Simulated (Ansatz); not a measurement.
Ge3N4:
```
CELL_PARAMETERS angstrom
      8.12947     0.00000     0.00000
     -4.06473     7.04032     0.00000
      0.00000     0.00000     3.11407
ATOMIC_POSITIONS crystal
  Ge 0.82909 0.23534 0.75000
  Ge 0.17091 0.76466 0.25000
  Ge 0.59374 0.82909 0.25000
  Ge 0.40626 0.17091 0.75000
  Ge 0.76466 0.59374 0.75000
  Ge 0.23534 0.40626 0.25000
  N  0.66667 0.33333 0.75000
  N  0.33333 0.66667 0.25000
  N  0.66953 0.97251 0.75000
  N  0.33047 0.02749 0.25000
  N  0.69703 0.66953 0.25000
  N  0.30297 0.33047 0.75000
  N  0.02749 0.69703 0.75000
  N  0.97251 0.30297 0.25000
```

DFT-PBE in the program Ansatz with PAW potentials gives a gap of 1.82 eV without spin–orbit coupling, maximum at Γ, minimum at Γ.

Problem. What happens when spin–orbit coupling is switched on?

Solution. The gap stays essentially unchanged, to 1.82 eV; maximum at Γ, minimum at Γ.

Problem. Give the electron effective mass with spin–orbit coupling.

Solution. 0.21, 0.24, 0.24 mₑ (principal values).

Problem. Give the hole effective mass with spin–orbit coupling.

Solution. 2.9, 13, 13 mₑ (principal values).

Space group P6_3/m. The cell was relaxed with PBE under the symmetry of its start.

Potentials: the later of the program's two PAW sets.
